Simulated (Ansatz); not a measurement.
How far is PAW off for Sb$_{2}$W?

```
W Sb
1.0
     3.46868    0.00000    0.00000
    -1.73434    3.00396    0.00000
     0.00000    0.00000    6.68859
W Sb
1 2
Direct
  0.00000 0.00000 0.00000
  0.33333 0.66667 0.28561
  0.66667 0.33333 0.71439
```

Atom numbers follow the list: W1, Sb2, Sb3.

The structure comes from a relaxation in the same program, started in the CdI2 type, and has space group P-3m1. Whether it is a known phase or the ground state wasn't checked.

No spin–orbit coupling, which matters for the heavy atoms here.

Levels of theory: DFT, PBE, PAW with Ansatz's default frozen-core files, scalar-relativistic (Ansatz 0.2.0); DFT, PBE, all-electron PAW with datasets made for the crystal, scalar-relativistic (Ansatz 0.2.0); DFT, PBE, all-electron LAPW, scalar-relativistic (Ansatz 0.2.0).

For PAW: a Γ-centred 12×12×7 k mesh, Fermi–Dirac smearing of 0.05 eV, cutoff 420 eV, no spin polarisation. The crystal-made all-electron datasets (AE datasets) take a cutoff of 260 eV at this cell. LAPW targets a basis error of 1 meV/atom. The Ansatz runs share mesh, smearing and spin set-up. Plane-wave (PAW) pressures include the program's estimate of the Pulay term.

Stress and pressure are positive in compression.

Spin–orbit coupling is left out, which moves gradients at and beside heavy atoms by some per cent and at worst by a factor of two.

In a metal, gradients converge slowly with the k mesh: the values move by tens of per cent from one mesh to another, at times in sign, so only the comparison on one mesh counts.

Levels count from the Fermi level.

```tsv
quantity	PAW	AE datasets	LAPW
pressure (GPa)	-0.01	0.00	0.01
highest filled level at A (eV)	-1.499	-1.498	-1.498
lowest empty level at A (eV)	0.020	0.020	0.020
highest filled level at H (eV)	-1.875	-1.876	-1.876
lowest empty level at H (eV)	0.554	0.555	0.555
highest filled level at Γ (eV)	-1.282	-1.283	-1.283
lowest empty level at Γ (eV)	0.027	0.026	0.026
field gradient Vzz at W1 (10²¹ V/m²)	?	-22.33	–
field gradient Vzz at Sb2 (10²¹ V/m²)	?	?	–
```

What belongs in the row "field gradient Vzz at Sb2 (10²¹ V/m²)", column "AE datasets"?

-15.34.

What belongs in the row "field gradient Vzz at W1 (10²¹ V/m²)", column "PAW"?

-22.61.

What belongs in the row "field gradient Vzz at Sb2 (10²¹ V/m²)", column "PAW"?

-15.17.
